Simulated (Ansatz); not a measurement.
CdTeF6: zone-centre modes

All numbers below come from Ansatz, DFT PBE, scalar-relativistic, plane waves, PAW. Cutoff 420 eV, 6×6×6 k-points (Γ-centred), fixed occupations. No spin polarisation. Phonons by linear response, acoustic sum rule imposed.

Relaxed structure:
```xyz
8
Lattice="0.0000 4.3470 4.3470 4.3470 0.0000 4.3470 4.3470 4.3470 0.0000" Properties=species:S:1:pos:R:3 pbc="T T T"
Cd    0.0000    0.0000    0.0000
Te    4.3470    4.3470    4.3470
F     2.2580    4.3470    4.3470
F     6.4359    4.3470    4.3470
F     4.3470    2.2580    4.3470
F     4.3470    6.4359    4.3470
F     4.3470    4.3470    2.2580
F     4.3470    4.3470    6.4359
```

It was reached by relaxing an invented guess, and it needn't be the stable form of this composition. Spin–orbit coupling is left out, which matters for heavy elements.

Question: Is this structure stable against zone-centre distortions?

Answer: No: 3 of the 21 optical modes are imaginary.

Question: List the optical modes at Γ without the LO field (i marks imaginary ones).

Answer:
| frequency (cm⁻¹) | degeneracy | IR intensity of the level ((D/Å)²/amu) |
| --- | --- | --- |
| 26i | 3 | 0.00 |
| 99 | 3 | 0.00 |
| 109 | 3 | 2.15 |
| 174 | 3 | 0.00 |
| 177 | 3 | 8.08 |
| 326 | 3 | 80.31 |
| 378 | 2 | 0.00 |
| 540 | 1 | 0.00 |
